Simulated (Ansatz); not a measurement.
**Stationary points along a deformation path in Cd**

These are results of Ansatz, DFT PBEsol, scalar-relativistic, plane waves, PAW, not measurements. Cutoff 420 eV, Γ-centred 20×20×20 k-points, Gaussian smearing of 0.15 eV. No spin polarisation. Energies are free energies at this smearing, counted from the undisturbed cell; pressure is positive in compression.

Zero of the scan (as given, not relaxed at this level; it stands at -2.2 GPa; this fcc form isn't the usual structure):

```
CELL_PARAMETERS angstrom
0.00000 2.21815 2.21815
2.21815 0.00000 2.21815
2.21815 2.21815 0.00000
ATOMIC_POSITIONS crystal
Cd 0.00000 0.00000 0.00000
```

At fixed volume and fractional coordinates, lengths along (0.000, 0.000, 1.000) are scaled against those across it; ρ is that ratio over its starting value. V = 21.827 Å³/atom. Δσ is the stress along the axis less the mean stress across it (compression positive).

```
    ρ  ΔE (meV/atom)  Δσ (GPa) space group
0.707           57.8      0.00        Im-3m
0.780           47.5      2.28       I4/mmm
0.850           24.6      2.86       I4/mmm
1.000            0.0      0.00        Fm-3m
1.200           54.4     -4.37       I4/mmm
1.300           90.3     -5.49       I4/mmm
1.414          139.6     -7.59       I4/mmm
```

How does the stress give the slope of the energy, and where is the energy stationary?

Along the path d ln(length) is 2/3 d ln ρ on the axis and −1/3 d ln ρ across it, so dE/d ln ρ = −(2/3) V Δσ: the energy falls with ρ where Δσ is positive. Δσ vanishes or changes sign at ρ = 0.707 (Im-3m, an end of the scan), at 57.8 meV/atom; at ρ = 1.000 (Fm-3m), a minimum at 0.0 meV/atom. Pairs of stationary points between two samples would go unseen, and could change a minimum read from distant neighbours into a maximum. At ρ = 0.707, 1.000 the cell is cubic, where symmetry alone makes the stress isotropic and the slope zero.

In a metal these slopes depend on the k mesh and the smearing.